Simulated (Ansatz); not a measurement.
A geometry of ZrS₂ away from equilibrium: step 3 of the relaxation of a generated cell, ZrS2 placed in the pyrite structure type. Calculation: PBEsol (plane waves to 420 eV, PAW, scalar-relativistic; Ansatz, a quantum-chemistry and plane-wave program). Γ-centred k-mesh 3×3×3 on the run's cell (coarser than for final values), Fermi–Dirac smearing 0.05 eV. The plane waves were selected for a different cell earlier on the path.

```
CELL_PARAMETERS angstrom
      6.26256     0.00000     0.00000
      0.00000     6.26256     0.00000
      0.00000     0.00000     6.26256
ATOMIC_POSITIONS crystal
  Zr 0.00000 0.00000 0.00000
  Zr 0.50000 0.50000 0.00000
  Zr 0.00000 0.50000 0.50000
  Zr 0.50000 0.00000 0.50000
  S  0.36181 0.36181 0.36181
  S  0.86181 0.13819 0.63819
  S  0.63819 0.86181 0.13819
  S  0.13819 0.63819 0.86181
  S  0.63819 0.63819 0.63819
  S  0.13819 0.86181 0.36181
  S  0.36181 0.13819 0.86181
  S  0.86181 0.36181 0.13819
```

Q: Give the Cartesian forces on all atoms (eV/Å).

A: 
| atom | Fx | Fy | Fz |
|---|---|---|---|
| Zr1 | 0.00 | 0.00 | 0.00 |
| Zr2 | 0.00 | 0.00 | 0.00 |
| Zr3 | 0.00 | 0.00 | 0.00 |
| Zr4 | 0.00 | 0.00 | 0.00 |
| S5 | -0.21 | -0.21 | -0.21 |
| S6 | -0.21 | 0.21 | 0.21 |
| S7 | 0.21 | -0.21 | 0.21 |
| S8 | 0.21 | 0.21 | -0.21 |
| S9 | 0.21 | 0.21 | 0.21 |
| S10 | 0.21 | -0.21 | -0.21 |
| S11 | -0.21 | 0.21 | -0.21 |
| S12 | -0.21 | -0.21 | 0.21 |

The path ends in Pa-3 (No. 205). No spin polarisation in the result.

The run could not lose the symmetry of its start, so the end can be a saddle point.

The end of the path is a generated cell of ZrS2: the first start was made by placing the elements on the sites of a structure type, and the end was not matched to a known phase here, so it may be hypothetical. Known forms of ZrS2 include space group No. 164.
